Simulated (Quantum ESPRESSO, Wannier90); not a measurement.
## Tight-binding from DFT: Li₂Se (anti-fluorite)

```xyz
3
Lattice="0.0000 2.9760 2.9760 2.9760 0.0000 2.9760 2.9760 2.9760 0.0000" Properties=species:S:1:pos:R:3 pbc="T T T"
Li    -1.4880    -1.4880    -1.4880
Li     1.4880     1.4880     1.4880
Se     0.0000     0.0000     0.0000
```

Materials Project entry mp-2286; symmetrised, unrelaxed at this level. COD (Crystallography Open Database) has an entry of this formula and space group (matched by these alone). Method: PBE plane waves in Quantum ESPRESSO 7.5 (PseudoDojo norm-conserving files, 69 Ry, no spin polarisation, no spin-orbit coupling), Bloch states on a 8×8×8 mesh through Γ, Wannier90 4.0.1. Density: 10×10×10 mesh, cold smearing 0.01 Ry. Spin-orbit coupling, left out, would split the p-like bands by a few tenths of an eV.

Functional, cutoff and mesh named above are those of the base row (69); the first column says what each row takes instead. Model: 4 functions from bands 8-11, start SCDM (isolated) (the valence bands). Energies are relative to the valence-band maximum; the misfit is to pw.x on a path, for all bands of the set. Only the plane-wave cutoff changes (density cutoff four times as high). Ω_total can sit in another minimum from row to row; Ω_I of an isolated set cannot. A star marks runs that hit the step limit.

```
ecutwfc (Ry)  Ω_I (Å²)  Ω_total (Å²)  rms misfit (meV)  gap (eV)  ΔE to highest cutoff (meV/atom)  plane waves a k-point, about (cost)
------------  --------  ------------  ----------------  --------  -------------------------------  -----------------------------------
35                5.36         6.45*               0.8     3.270                          39342.7                                 1200
43                5.51          6.67               0.8     3.086                          13220.6                                 1700
52                 ___          6.76               0.8       ___                              ___                                 2300
69                5.61          6.79               0.8     2.961                             39.3                                 3400
86                5.61          6.79               0.8     2.960                              0.2                                 4800
108               5.61          6.79               0.8     2.960                              0.0                                 6700
```

### Question
Complete the blanks.

### Answer

- 52, Ω_I (Å²): 5.58
- 52, gap (eV): 2.999
- 52, ΔE to highest cutoff (meV/atom): 2765.0
